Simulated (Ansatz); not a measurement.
Q: Volume from PBE minus that from r²SCAN+D4 (% of the latter), each on its own relaxed cell (Ansatz, a program for electronic structure, plane waves, PAW; no spin–orbit coupling, no Hubbard U), over 22 phases of the class «sulfides, selenides and tellurides»: what sign and size do you expect?

A: Mean 12.7 %, median 12.9 %, mean absolute 12.7 %; eight in ten lie between 3.0 and 20.5 %, and 100 % are above zero.

Some cases that may be named, with their rank among the 22 from the lowest: TiTe2, CdI2 type 2.3 % (rank 1); TePb, rock salt 2.8 % (rank 2); SnSe2, CdI2 type 14.1 % (rank 13); WSe2, P6_3/mmc (W on 2c, Se on 4f) 16.7 % (rank 15); MoS2, R3m (Mo on 3a, S on 3a, S on 3a) 20.2 % (rank 19); PtS2, CdI2 type 26.5 % (rank 21).

The phases are those computed here (of each formula those with measured values and the lowest at some level), not a balanced benchmark, and neither functional is the truth. Pairs that end in unlike spin orders or unlike minima (c/a over 6 % apart, 30 % for weakly bound crystals), magnets with 4f shells, solids of gases and phases set aside for tests are left out.

20 are weakly bound layers, chains or molecules. 8 relaxed far from the usual cell at some level.

Relaxed far from the usual cell of the phase: SnSe2, CdI2 type with PBE; WSe2, P6_3/mmc (W on 2c, Se on 4f) with PBE; PtS2, CdI2 type with PBE. Weakly bound layers, chains or molecules computed without a dispersion correction, so cells and soft constants are ill determined: TiTe2, CdI2 type with PBE; SnSe2, CdI2 type with PBE; WSe2, P6_3/mmc (W on 2c, Se on 4f) with PBE; MoS2, R3m (Mo on 3a, S on 3a, S on 3a) with PBE; PtS2, CdI2 type with PBE. All cells were relaxed under the symmetry of their starts (and spin orders); stability against distortions was not tested throughout. Named crystals with no word on spin ran without spin polarisation. Spin–orbit coupling is left out wherever it is not named.

Potentials: the later of the program's two PAW sets.

Ansatz is a plane-wave DFT program.
